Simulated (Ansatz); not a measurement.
Input and command of a plane-wave DFT calculation in Ansatz:

```yaml
crystal:
  lattice:
    - [3.5566463583, 0.0, 0.0]
    - [-1.7783231791, 3.0801460986, 0.0]
    - [0.0, 0.0, 8.8407661929]
  atoms:
    - { symbol: Li, position: [0.0, 0.0, 0.0] }
    - { symbol: Li, position: [0.3333333333, 0.6666666667, 0.6610423684] }
    - { symbol: Li, position: [0.6666666667, 0.3333333333, 0.3389576316] }
    - { symbol: Cl, position: [0.3333333333, 0.6666666667, 0.1708943496] }
    - { symbol: Cl, position: [0.6666666667, 0.3333333333, 0.8291056504] }
basis:
  ecutwfc: 420
kpoints:
  mp_grid: { grid: [12, 12, 4] }
hamiltonian:
  xc: pbe
scf:
  occupations: { method: gaussian, width: 0.1 }
output:
  forces: true
  stress: true
  eigenvalues: true
relax:
  adjacent_minimum: "off"
  f_tol: 0.01
  max_steps: 80
  cell: { stress_tol: 0.05 }
```

```bash
ansatz run input.yaml --threads 1 --pin off --max-ram 2560MiB --backend cpu --events-out ev --progress --plain --runs-dir out
```

Processor: Intel(R) Xeon(R) Platinum 8259CL CPU @ 2.50GHz (Skylake/Cascade Lake), 1 thread, on a host shared with other jobs.

Q: Estimate time, memory and problem size.

A: About 23 s on 1 thread of Intel(R) Xeon(R) Platinum 8259CL CPU @ 2.50GHz (Skylake/Cascade Lake), with other jobs on the host, peak memory 0.46 GiB. It solves 17 bands at 69 k points (the mesh reduced by the symmetry that the task leaves, which can be less than the crystal's) with about 1847 plane waves (on the last cell), in 14 SCF iterations over 2 ionic steps.
